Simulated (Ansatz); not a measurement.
Relaxed-ion elastic tensor of LuF3 in space group P-3c1 (No. 165; Lu on 6f, F on 2a, F on 4d, F on 12g) in GPa (Voigt order), plane-wave PAW r²SCAN (Ansatz code); density 8.79 g/cm³, 10.95 Å³ per atom.

```
 230   112  93.4  -2.9   0.0   0.0
 112   230  93.4   2.9   0.0   0.0
93.4  93.4   284   0.0   0.0   0.0
-2.9   2.9   0.0  57.3   0.0   0.0
 0.0   0.0   0.0   0.0  57.3  -2.9
 0.0   0.0   0.0   0.0  -2.9  58.8
```

Is the crystal mechanically stable?

Yes: the smallest eigenvalue of C is 55.1 GPa.

Work out the Voigt, Reuss and Hill averages.

K_V = 149, K_R = 149, K_H = 149; G_V = 64.3, G_R = 62.2, G_H = 63.3 GPa.

Give Young's modulus, Poisson's ratio, Pugh's ratio and the universal anisotropy index.

E = 9KG/(3K + G) = 166 GPa; ν = 0.31; K/G = 2.35 (ductile by the Pugh limit of 1.75); A_U = 5G_V/G_R + K_V/K_R − 6 = 0.17.

Estimate the sound speeds and the Debye temperature.

v_l = √((K + 4G/3)/ρ) = 5150 m/s, v_t = √(G/ρ) = 2680 m/s, mean 3000 m/s; Θ = (h/k)(3n/4πV)^(1/3) v_m = 402 K.

Solve the Christoffel equation for the three sound speeds along x, y, z.

Eigenvalues of C_ijkl n_j n_l equal ρv². In km/s, slowest first: x 2.50, 2.63, 5.11; y 2.55, 2.59, 5.11; z 2.55, 2.55, 5.68.

How much does each axis shrink under pressure?

Linear compressibilities β_i = Σ_j S_ij (j = 1 to 3): x 2.4, y 2.4, z 2.0 per TPa.

The first step of the workflow began from a Materials Project structure, measured or hypothetical; the Crystallography Open Database copy checked does not list it. Its standing as an ambient phase is unchecked. The r²SCAN relaxation kept the symmetry of its start; whether a distortion lowers the energy is not shown. Spin–orbit coupling is left out wherever it is not named.

Potentials: the later of the program's two PAW sets.
